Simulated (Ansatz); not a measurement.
The relaxed structure here is a generated cell of Rh: the first start was made by placing the elements on the sites of a structure type, and the end was not matched to a known phase here, so it may be hypothetical. Known forms of Rh include space group No. 225.

One stationary structure of Rh. Space group R-3m (No. 166), AFLOW prototype A_hR3_166_ac (C19, as in Sm). Calculation: PBEsol (plane waves to 420 eV, PAW, scalar-relativistic; Ansatz, a quantum-chemistry and plane-wave program).

```cif
data_Rh9
_chemical_formula_sum 'Rh9'
_space_group_name_H-M_alt 'R-3m :H'
_space_group_IT_number 166
_space_group_name_Hall '-R 3 2"'
_cell_length_a 2.67655
_cell_length_b 2.67655
_cell_length_c 19.64247
_cell_angle_alpha 90.000
_cell_angle_beta 90.000
_cell_angle_gamma 120.000
loop_
_atom_site_label
_atom_site_type_symbol
_atom_site_symmetry_multiplicity
_atom_site_Wyckoff_symbol
_atom_site_fract_x
_atom_site_fract_y
_atom_site_fract_z
_atom_site_occupancy
Rh1 Rh 3 a 0.00000 0.00000 0.00000 1
Rh2 Rh 6 c 0.00000 0.00000 0.22274 1
```
(The calculation used a cell of 3 atoms; values per cell refer to that cell.)

```yaml
volume_per_atom: 13.54 Å³
band_gap: zero (metallic)
shortest_distances: Rh–Rh 2.67 Å
k-mesh: 20×20×20
```

No spin polarisation in the result.

The run could not lose the symmetry of its start: the end is stationary, and may be a saddle point rather than a minimum.
